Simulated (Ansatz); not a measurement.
A geometry of TiAl away from equilibrium: the start of the relaxation of a relaxed TiAl cell with every coordinate shifted by Gaussian noise of σ = 0.1 Å. These are PBE (plane waves to 420 eV, PAW, scalar-relativistic; Ansatz, an electronic-structure program) values and carry that method's errors. Γ-centred k-mesh 11×11×8 on the run's cell (coarser than for final values), Fermi–Dirac smearing 0.05 eV.

```xyz
2
Lattice="2.8241 0.0000 0.0000 0.0000 2.8241 0.0000 0.0000 0.0000 4.0706" Properties=species:S:1:pos:R:3:forces:R:3 pbc="T T T" free_energy=-3037.764 pressure_GPa=3.1
Al     1.4693     1.3582     2.0619    0.0082    0.9679   -1.3676
Ti     0.0589     0.1478    -0.1834   -0.0082   -0.9679    1.3676
```

Positions in Å, forces in eV/Å, free energy of the cell in eV (comparable only within this code, potentials and settings). Largest force: 1.68 eV/Å, on Al1, Ti2 (atoms numbered as listed); the geometry lies 0.11 eV/atom above the end of its relaxation.

No spin polarisation in the result.
